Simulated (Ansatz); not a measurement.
Relaxed candidate structures of CrO$_{2}$:

A. P4₂/mnm (No. 136), tP6, rutile type; a = b = 4.392 Å, c = 2.888 Å, α = β = γ = 90.00°; Cr 2a (0.000, 0.000, 0.000); O 4f (0.303, 0.303, 0.000); ferromagnetic

B. P4₁2₁2 (No. 92), tP12; a = 5.3558 Å, b = 5.3558 Å, c = 7.2891 Å, α = 90.00°, β = 90.00°, γ = 90.00°; Cr 4a (0.311, 0.311, 0.000); O 8b (0.237, 0.123, 0.188); ferromagnetic

C. Pbcn (No. 60), oP12; a = 4.266 Å, b = 5.339 Å, c = 4.814 Å, α = 90.00°, β = 90.00°, γ = 90.00°; Cr 4c (0.000, 0.146, 0.250); O 8d (0.266, 0.382, 0.082); ferromagnetic

### Question
Rank these by energy per atom (lowest first), as PBEsol (plane waves to 420 eV, PAW, scalar-relativistic; Ansatz, a first-principles code) gives it.

### Answer
A (reference, the lowest among the structures calculated here), C (+0.03 eV/atom), B (+0.22 eV/atom)

Each run could gain symmetry but not lose that of its start, so entries can be saddle points. From databases, or of a type measured for this composition: P4₂/mnm, tP6, rutile type, ferromagnetic; the others are generated cells (placed on structure types, drawn at random, substituted or restacked) that were not matched to a known phase here. Each structure is listed in the lowest spin state found for it. Energies are at zero temperature and pressure, without zero-point motion. Spin states reached: ferromagnetic; spin orders were not searched systematically. The d or f electrons are treated with no Hubbard U. A magnetic insulating state can be missed without it.
